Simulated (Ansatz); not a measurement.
Given:

LaZn (CsCl type, space group No. 221), a = 3.6888 Å, b = 3.6888 Å, c = 3.6888 Å, α = 90.00°, β = 90.00°, γ = 90.00°.

This is the PBEsol-relaxed structure.

Question: All from PBEsol in the plane-wave PAW code Ansatz, unless another level is named. Estimate the Debye temperature from the elastic constants.

Answer: 225 K.

Question: What about the highest zone-centre frequency?

Answer: 122 cm^-1.

Question: Give the elastic constants (relaxed ions, GPa).

Answer: C11 = 73.4, C12 = 42.5, C44 = 38.4.

Space group Pm-3m (CsCl type). The workflow started from an entry of the Crystallography Open Database (COD). Its standing as an ambient phase is unchecked. The cell was relaxed with PBEsol under the symmetry of its start; of distortions, only those at the zone centre were tested. As this level gives no gap, shear constants depend on the k-mesh and smearing (Fermi–Dirac, 0.1 eV here). As this level gives no gap, phonon frequencies hold no LO–TO term and depend on the k-mesh and smearing (Fermi–Dirac, 0.1 eV here). Spin–orbit coupling is left out wherever it is not named.

Potentials: the later of the program's two PAW sets.
